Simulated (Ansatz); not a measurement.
# The equilibrium volume of Ge2Sb2Te5, sorted by core time

```xyz
9
Lattice="4.2941 0.0000 0.0000 -2.1470 3.7188 0.0000 0.0000 0.0000 17.1013" Properties=species:S:1:pos:R:3 pbc="T T T"
Te    2.1470    1.2396    7.1807
Te    0.0000    2.4792    9.9206
Te    0.0000    2.4792    3.4466
Te    2.1470    1.2396   13.6547
Te    0.0000    0.0000    0.0000
Sb    0.0000    0.0000    5.4736
Sb    0.0000    0.0000   11.6278
Ge    2.1470    1.2396    1.7596
Ge    0.0000    2.4792   15.3417
```

The cell comes from a database or a generator and needn't be the stable form of this composition.

| rung | level | program and potentials | cutoff (eV) | k mesh | smearing | core time | chip | equilibrium volume (Å³/atom) | notes |
| --- | --- | --- | --- | --- | --- | --- | --- | --- | --- |
| GGA | PBE | Ansatz, Ansatz PAW | 420 | 5 × 5 × 2 | fermi-dirac 0.05 | 1.8 min | Arm Neoverse V2 | 31.73 | - |
| GGA | PBEsol | Ansatz, Ansatz PAW | 420 | 7 × 7 × 2 | fermi-dirac 0.05 | 2 min | Arm Neoverse V2 | 29.00 | potentials made for PBE, which Ansatz adapts in part |
| GGA + dispersion | PBEsol+D4 | Ansatz, Ansatz PAW | 420 | 7 × 7 × 2 | fermi-dirac 0.05 | 2.3 min | Arm Neoverse V2 | 28.05 | potentials made for PBE, which Ansatz adapts in part |
| GGA + dispersion | revPBE+D3(BJ) | Ansatz, Ansatz PAW | 420 | 7 × 7 × 2 | fermi-dirac 0.05 | 2.4 min | Arm Neoverse V2 | 28.29 | potentials made for PBE, which Ansatz adapts in part |
| GGA + dispersion | PBEsol+D3(BJ) | Ansatz, Ansatz PAW | 420 | 7 × 7 × 2 | fermi-dirac 0.05 | 2.4 min | Arm Neoverse V1 | 27.55 | potentials made for PBE, which Ansatz adapts in part |
| GGA + dispersion | BLYP+D4 | Ansatz, Ansatz PAW | 420 | 7 × 7 × 2 | fermi-dirac 0.05 | 2.6 min | Intel Xeon Platinum 8259CL Skylake/Cascade Lake | 31.06 | potentials made for PBE, which Ansatz adapts in part |
| GGA + dispersion | RPBE+D4 | Ansatz, Ansatz PAW | 420 | 7 × 7 × 2 | fermi-dirac 0.05 | 2.7 min | Arm Neoverse V2 | 28.29 | potentials made for PBE, which Ansatz adapts in part |
| GGA + dispersion | PBE+D4 | Ansatz, Ansatz PAW | 420 | 7 × 7 × 2 | fermi-dirac 0.05 | 2.9 min | Arm Neoverse V1 | 29.05 | - |
| GGA + dispersion | BLYP+D3(BJ) | Ansatz, Ansatz PAW | 420 | 7 × 7 × 2 | fermi-dirac 0.05 | 3.2 min | Arm Neoverse V2 | 30.81 | potentials made for PBE, which Ansatz adapts in part |

Times are single runs on shared hosts and different chips, so they are rough; meshes, cutoffs and the tasks' sizes weigh on the time. Task: relaxation of cell and atoms. All rows: no spin polarisation. Smearing widths are in eV. Meshes differ between rows, which moves values too. Meshes are those of the run's cell of 9 atoms unless a note names another. Relaxations start from the cell shown or near it and stop with a little pressure left. Runs on faulty files, with rough fits or with known faults for this quantity aren't shown. No row holds spin-orbit coupling.

By rung: GGA 29.00 to 31.73; GGA + dispersion 27.55 to 31.06 (Å³/atom).
